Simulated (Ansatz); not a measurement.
Zr:
```xyz
6
Lattice="-2.7241 4.1459 3.1025 2.7241 -4.1459 3.1025 2.7241 4.1459 -3.1025" Properties=species:S:1:pos:R:3 pbc="T T T"
Zr     0.0000     0.0000     1.5513
Zr     0.0000     0.0000     4.6538
Zr     0.4428     2.6749     0.0000
Zr     2.2813     1.4710     3.1025
Zr     3.1668     1.4710     0.0000
Zr    -0.4428     2.6749     3.1025
```

Relaxed with r²SCAN+D4. Special points in fractions of this cell's reciprocal vectors: Γ (0.000, 0.000, 0.000); X (0.500, -0.500, 0.500); F0 (0.358, -0.358, 0.642); Σ0 (-0.358, 0.358, 0.358); Λ0 (0.390, 0.390, -0.390); G0 (0.610, -0.390, 0.390); R (0.000, 0.500, 0.000); W (0.250, 0.250, 0.250); S (0.500, 0.000, 0.000); T (0.000, 0.000, 0.500).

**Question.** List the band energies nearest the Fermi level at these points for DFT-r²SCAN+D4 in the program Ansatz with PAW potentials.

**Answer.** In eV from the Fermi level; about four levels below and three above (degenerate sets whole), none deeper than 8.9 eV; points with the same levels are listed once.

```
k                     below                above
--  -----------------------  -------------------
Γ   -0.93 -0.76 -0.42 -0.18       0.15 0.26 0.65
X   -2.07 -1.96 -1.26 -0.78       0.06 0.15 0.27
F0  -1.11 -0.45 -0.39 -0.02       0.29 0.50 0.82
Λ0  -0.59 -0.58 -0.08 -0.03       0.53 0.67 0.82
R   -0.93 -0.93 -0.64 -0.64  0.03 0.03 0.93 0.93
W   -0.83 -0.83 -0.59 -0.59  0.11 0.11 0.87 0.87
S   -1.08 -1.08 -0.40 -0.40  0.46 0.46 1.11 1.11
T   -0.43 -0.41 -0.40 -0.01       0.17 0.28 0.80
```

Space group Ibam. The first step of the workflow began from a Materials Project structure, measured or hypothetical; the Crystallography Open Database copy checked does not list it. It is not the phase usual at ambient conditions (space group No. 194). The cell was relaxed with r²SCAN+D4 under the symmetry of its start; its stability against distortions is not shown here. The run is not spin-polarised. The pairwise dispersion correction was not fitted to metals. Scalar-relativistic: spin–orbit coupling is off unless named, which matters more the heavier the elements.

Potentials: the later of the program's two PAW sets.
